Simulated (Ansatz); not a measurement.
The numbers come from plane-wave PAW DFT (Ansatz): r2SCAN, no spin polarisation, 500 eV, 7×7×7 Γ-centred k points, fermi-dirac occupations (width 0.1 eV). Nothing was relaxed.

Computed maps in the lattice plane spanned by b (left to right, 5.95 Å, 18 points from zero) and c (bottom to top, 5.95 Å, 18 points from zero), 60° apart, at height 0.733 along a. The fields are smooth PAW ones with compensation charges, not the true ones near nuclei.

Valence density. Digits on a logarithmic scale: 0 up to 0.03 e/Å³, each further digit a factor of 1.6, 9 from 1.3 e/Å³ up:
```
345554323467876432
356776433578998743
357999753579889874
457999964468866986
546999985458976897
534799996446898898
533578986434688987
533456776533456776
444455666554444554
346666666666654333
357898766678986532
357999976679999743
346999986568999964
335899996557999975
334589986445799975
333456776433467765
333334554433345554
333333333455554333
```

ELF. Ten even steps from '0' (0.00) to '9' (0.88):
```
134542100389997200
168998510499999930
169999950399526992
049956982189400697
217940696049910299
503886687206994599
500378986200699999
300125664200048998
102222232222201343
036764222246762000
168988522368898510
169957952269669951
039940784258606982
005994586227845994
000699997213899995
000059986200379984
000003663000014663
000000110135520111
```

The cell is Ba2CaIrN6. Which atoms lie within 0.2 Å of this plane, and where (fractions of b and c)?

N at (0.27, 0.27), N at (0.27, 0.73), N at (0.73, 0.27), Ba at (0.75, 0.75). The whole cell:
```yaml
crystal:
  lattice:
    - [0.00000, 4.20398, 4.20398]
    - [4.20398, 0.00000, 4.20398]
    - [4.20398, 4.20398, 0.00000]
  atoms:
    - { symbol: Ir, position: [0.50000, 0.50000, 0.50000] }
    - { symbol: N, position: [0.73260, 0.26740, 0.26740] }
    - { symbol: N, position: [0.26740, 0.73260, 0.26740] }
    - { symbol: N, position: [0.26740, 0.73260, 0.73260] }
    - { symbol: N, position: [0.73260, 0.26740, 0.73260] }
    - { symbol: N, position: [0.26740, 0.26740, 0.73260] }
    - { symbol: N, position: [0.73260, 0.73260, 0.26740] }
    - { symbol: Ba, position: [0.25000, 0.25000, 0.25000] }
    - { symbol: Ba, position: [0.75000, 0.75000, 0.75000] }
    - { symbol: Ca, position: [0.00000, 0.00000, 0.00000] }
```

Origin: a known structure type with other elements, at an estimated volume, so it need not be a known compound. Caveats: many states at the Fermi level without spin polarisation, so a magnetic state may lie lower.
